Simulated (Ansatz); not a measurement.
# Sc$_{6}$RuTe$_{2}$: a fit and a missing row

Sc$_{6}$RuTe$_{2}$, P-62m, a = 7.664 Å, c = 3.767 Å. The structure is a Materials Project entry; whether it is the stable form wasn't checked. Ansatz: PBEsol, PAW, 420 eV, Γ-centred 6×6×10 mesh on 9 atoms, Gaussian smearing 0.10 eV; no spin polarisation. Shape and atoms are relaxed at each volume; pressure is positive in compression.

```
V (Å³/atom) P (GPa)
     20.013     5.62
     20.652     2.59
     21.291     0.01
     21.929    -2.18
     22.568        ?
```

Problem. Take V0 = 21.291 Å³/atom, count pressures from its P0 = 0.01 GPa, fit the third-order Birch–Murnaghan form to the other rows, and predict the missing pressure.

Solution. With the Eulerian strain f = ½[(V0/V)^(2/3) − 1] and y = (P − P0)/[3f(1 + 2f)^(5/2)], the form is the line y = B0 + 1.5 B0 (B0′ − 4) f. Rows (f, y): 0.02107, 80.1; 0.01026, 79.7; -0.00975, 78.7. Means f = 0.007193, y = 79.500; Σ(Δf)² = 0.0004890, ΣΔfΔy = 0.02249; the slope is their ratio. y = 79.17 + 46.00 f GPa, so B0 = 79.2 GPa and B0′ = 4 + 2 × (46.00)/(3 × 79.17) = 4.39. At V = 22.568, f = -0.01904, y = 78.29 and P = -4.05 GPa. The run gave -4.03 GPa, so the fit is 0.02 GPa too low, a small miss on the scale of the series. The form still works here, 33 % of the fitted range beyond its end.